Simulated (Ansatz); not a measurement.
NaSnCl3 in the cubic perovskite structure, relaxed with r2SCAN in Ansatz 0.2.0. It is cubic, Pm-3m (No. 221); conventional cell a = 5.528 Å, 33.79 Å³ an atom. Na is surrounded by 12 Cl at 3.91 Å; Sn is surrounded by 6 Cl at 2.76 Å; Cl is surrounded by 2 Sn at 2.76 Å and 4 Na at 3.91 Å.

The axes x, y and z are those of this cell:
```yaml
crystal:
  lattice:
    - [5.52801, 0.00000, 0.00000]
    - [0.00000, 5.52801, 0.00000]
    - [0.00000, 0.00000, 5.52801]
  atoms:
    - { symbol: Na, position: [0.00000, 0.00000, 0.00000] }
    - { symbol: Sn, position: [0.50000, 0.50000, 0.50000] }
    - { symbol: Cl, position: [0.50000, 0.50000, 0.00000] }
    - { symbol: Cl, position: [0.50000, 0.00000, 0.50000] }
    - { symbol: Cl, position: [0.00000, 0.50000, 0.50000] }
```

Unstrained: PBE gives an indirect gap of 0.618 eV, from R to Γ; the least direct gap is 0.779 eV at R. r2SCAN gives a direct gap of 0.946 eV at R. With HSE06 the valence top lies at R and the conduction bottom at Γ, 1.182 eV higher; the smallest vertical gap, at R, is 1.275 eV. Meshes: PBE 6×6×6, r2SCAN 6×6×6, HSE06 4×4×4. Strains are changes of length per length, and xy shears are angles. After each strain the atoms were relaxed again with r2SCAN within the symmetry that the strain leaves, so tilts or polar shifts that break it weren't tested; points keep the names that they have in the unstrained zone. (Calculated; spin-unpolarised; the phase may be known or hypothetical.)

Question: One strain changed the r2SCAN stress by xx -0.85, yy -0.85, zz +0.02 GPa (compression positive) and the gap by +0.193 eV (PBE), +0.093 eV (r2SCAN), +0.197 eV (HSE06). Which kind of strain was it, and roughly how large?

Answer: Epitaxial +1.5 % in the xy plane, free normal strain -0.44 %. The pattern of the stress gives the kind; the size needs the stiffness, so it is an estimate.

Question: Estimate what uniaxial -2.0 % along x, other directions held does to the gap.

Answer: PBE: the gap goes from 0.618 to 0.448 eV (-0.170 eV). r2SCAN: the gap goes from 0.946 to 0.757 eV (-0.189 eV). HSE06: the gap goes from 1.182 to 0.995 eV (-0.187 eV). The r2SCAN energy rises by 1.9 meV an atom.

Question: One strain changed the r2SCAN stress by xx +3.14, yy +3.14, zz -0.04 GPa (compression positive) and the gap by -0.610 eV (PBE), -0.803 eV (r2SCAN), -0.724 eV (HSE06). Which kind of strain was it, and roughly how large?

Answer: Epitaxial -4.0 % in the xy plane, free normal strain +1.36 %. The pattern of the stress gives the kind; the size needs the stiffness, so it is an estimate.

Question: Estimate what xy shear, engineering strain (angle) +2.0 % does to the gap.

Answer: PBE: the gap goes from 0.618 to 0.620 eV (+0.002 eV). r2SCAN: the gap goes from 0.946 to 0.911 eV (-0.035 eV). HSE06: the gap goes from 1.182 to 1.184 eV (+0.002 eV). The r2SCAN energy rises by 0.1 meV an atom.

Spin-orbit coupling is left out, which matters wherever the heavy atoms make up the band edges.

The meshes of the hybrids are coarse, so their gaps aren't converged to the digits shown.
